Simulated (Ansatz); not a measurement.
Values for one crystal, relaxed and computed with the program Ansatz at the r²SCAN level (PAW); other levels are named.

Volume per atom: 13.98 Å³
Electronic character: metallic (no gap)
Density of states at the Fermi level: 0.33 states/eV per atom (mean over ±0.08 eV)
Bulk modulus (Birch–Murnaghan fit): 1180 kbar
Pressure derivative B′: 5.0

**Question.** Which of these materials gives this?
A) SrAs2Rh2, I4/mmm (Sr on 2a, As on 4e, Rh on 4d)
B) BaAs2Rh2, I4/mmm (Ba on 2a, As on 4e, Rh on 4d)
C) Cu2As, P4/nmm (As on 2c, Cu on 2a, Cu on 2c)
D) TaAs, I4_1md (Ta on 4a, As on 4a)

**Answer.** C, Cu2As, P4/nmm (As on 2c, Cu on 2a, Cu on 2c)

The workflow started from an entry of the Crystallography Open Database (COD). Its standing as an ambient phase is unchecked. Symmetry was held in the r²SCAN relaxation; its stability against distortions is not shown here. No spin polarisation was allowed. Scalar-relativistic: spin–orbit coupling is off unless named, which matters more the heavier the elements.

Potentials: the later of the program's two PAW sets.
